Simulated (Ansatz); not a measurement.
**Fields on a plane of CdS (zinc blende)**

```
CdS
1.0
    0.00000     2.93953     2.93953
    2.93953     0.00000     2.93953
    2.93953     2.93953     0.00000
S Cd
1 1
Cartesian
  4.40930   4.40930   4.40930
  0.00000   0.00000   0.00000
```

The slice is a {111} plane (indices of the conventional cell) through the point (0.000, 0.000, 0.000) (fractional), spanned by u = [100] and v = [-1 2 0] in vectors of this cell: u (4.16 Å) and v (7.20 Å, at 90° to u). It covers one period; positions are fractions (u, v).

Atoms on it: Cd at (0.00, 0.00); Cd at (0.50, 0.50). Other atoms lie within 1 Å of the plane.

Calculation: r2SCAN (plane waves to 500 eV, PAW, scalar-relativistic; Ansatz, a program for electronic structure). k mesh 10×10×10. Inside the PAW spheres the values are not all-electron values, and peaks at nuclei hang on which shells count as valence. CdS was relaxed with its symmetry unable to fall. The PAW data are Ansatz's earlier set.

| v \ u | 0.00 | 0.12 | 0.25 | 0.38 | 0.50 | 0.62 | 0.75 | 0.88 |
|---|---|---|---|---|---|---|---|---|
| 0.93 | 0.015 | 0.010 | 0.026 | 0.077 | 0.103 | 0.077 | 0.026 | 0.010 |
| 0.86 | 0.021 | 0.018 | 0.051 | 0.130 | 0.179 | 0.130 | 0.051 | 0.018 |
| 0.79 | 0.007 | 0.013 | 0.044 | 0.114 | 0.161 | 0.114 | 0.044 | 0.013 |
| 0.71 | 0.003 | 0.007 | 0.023 | 0.057 | 0.078 | 0.057 | 0.023 | 0.007 |
| 0.64 | 0.002 | 0.004 | 0.012 | 0.020 | 0.014 | 0.020 | 0.012 | 0.004 |
| 0.57 | 0.008 | 0.009 | 0.016 | 0.025 | 0.019 | 0.025 | 0.016 | 0.009 |
| 0.50 | 0.033 | 0.028 | 0.017 | 0.017 | 0.002 | 0.017 | 0.017 | 0.028 |
| 0.43 | 0.103 | 0.077 | 0.026 | 0.010 | 0.015 | 0.010 | 0.026 | 0.077 |
| 0.36 | 0.179 | 0.130 | 0.051 | 0.018 | 0.021 | 0.018 | 0.051 | 0.130 |
| 0.29 | 0.161 | 0.114 | 0.044 | 0.013 | 0.007 | 0.013 | 0.044 | 0.114 |
| 0.21 | 0.078 | 0.057 | 0.023 | 0.007 | 0.003 | 0.007 | 0.023 | 0.057 |
| 0.14 | 0.014 | 0.020 | 0.012 | 0.004 | 0.002 | 0.004 | 0.012 | 0.020 |
| 0.07 | 0.019 | 0.025 | 0.016 | 0.009 | 0.008 | 0.009 | 0.016 | 0.025 |
| 0.00 | 0.002 | 0.017 | 0.017 | 0.028 | 0.033 | 0.028 | 0.017 | 0.017 |

Values: density of the highest valence band (whole band, smooth part) in e/Å³. 

```
v \ u   0.00   0.12   0.25   0.38   0.50   0.62   0.75   0.88
-----  -----  -----  -----  -----  -----  -----  -----  -----
0.86   0.076  0.057  0.021  0.050  0.113  0.050  0.021  0.057
0.71   0.033  0.030  0.023  0.020  0.019  0.020  0.023  0.030
0.57   0.029  0.040  0.071  0.039  0.003  0.038  0.071  0.040
0.43   0.039  0.021  0.036  0.033  0.005  0.033  0.036  0.021
0.29   0.086  0.046  0.020  0.035  0.048  0.035  0.020  0.046
0.14   0.047  0.051  0.047  0.036  0.032  0.036  0.047  0.051
0.00   0.240  0.004  0.061  0.028  0.020  0.028  0.061  0.004
```

Values: density of the lowest conduction band (whole band as if filled, smooth part) in e/Å³.
